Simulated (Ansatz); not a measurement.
Q: Free-standing sheets of MnN4Si2, MA2Z4 (octahedral core, outer Z over the far inner Z)-type layer and Mo2CCl2, M2XT2 MXene (fcc sites)-type layer are relaxed with r²SCAN+D4 in the plane-wave PAW code Ansatz. Aligned at the vacuum level, what band offsets and what type of junction result?

A: MnN4Si2: VBM -6.15, CBM -4.76 eV; Mo2CCl2: VBM -4.60, CBM -4.38 eV. Valence offset 1.55 eV (Mo2CCl2 higher), conduction offset 0.37 eV (MnN4Si2 lower): type III (broken gap).

Natural alignment of Kohn–Sham levels: no interface dipole, strain or quasiparticle shift.

Spin orders computed, not proven ground states: MnN4Si2, MA2Z4 (octahedral core, outer Z over the far inner Z)-type layer antiferromagnetic. All cells were relaxed under the symmetry of their starts (and spin orders); stability against distortions was not tested throughout. Rows with no word on spin ran without spin polarisation. Scalar-relativistic: spin–orbit coupling is off unless named, which matters more the heavier the elements. Constructed layers (a layer type filled with these elements): MnN4Si2, MA2Z4 (octahedral core, outer Z over the far inner Z)-type layer; Mo2CCl2, M2XT2 MXene (fcc sites)-type layer.

Potentials: the later of the program's two PAW sets.
